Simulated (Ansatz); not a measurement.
HfO₂ (fluorite)

```
CELL_PARAMETERS angstrom
      0.00000     2.54906     2.54906
      2.54906     0.00000     2.54906
      2.54906     2.54906     0.00000
ATOMIC_POSITIONS crystal
  Hf 0.00000 0.00000 0.00000
  O  0.25000 0.25000 0.25000
  O  0.75000 0.75000 0.75000
```

In this cell atom 2 (O, nearest neighbour Hf at 2.208 Å; its periodic images, 3.6 Å or more away, move with it) is moved by s along Cartesian [111], unit vector (0.577, 0.577, 0.577); all other atoms and the cell stay fixed.

Computed with PBE (plane waves to 420 eV, PAW, scalar-relativistic; Ansatz, a quantum-chemistry and plane-wave program). k mesh 9×9×9 (Γ-centred), Fermi-Dirac smearing 0.05 eV. Energies are smeared free energies. HfO2 is run without spin polarisation. HfO2 was relaxed with its symmetry unable to fall. Spin-orbit coupling is left out, though Hf is heavy. The PAW data are Ansatz's earlier set. This is a high-temperature form of HfO2. The zero of ΔE is the undisplaced structure.

```
s (Å)   ΔE (meV/cell)
------  -------------
-0.220            319
-0.176            195
-0.132            105
-0.088             44
-0.044             11
0.000               0
0.044              10
0.088              37
0.132        withheld
0.176             139
0.220             209
```

Question: Fit a polynomial form (powers 2, 3, 4) to the given rows and predict ΔE at s = 0.132.

Answer: Least squares on the 10 given rows: ΔE = (5264)·s² + (-5161)·s³ + (3961)·s⁴, in meV/cell with s in Å; root-mean-square residual 0.3 meV/cell. At 0.132 the fit gives 81 meV/cell; the calculation gives 81 meV/cell, the same to the digits shown. The quadratic term alone would give 92 meV/cell.

(A displaced cell: forces are minus the slopes of the energy, force constants its curvatures, and phonons follow from these.)
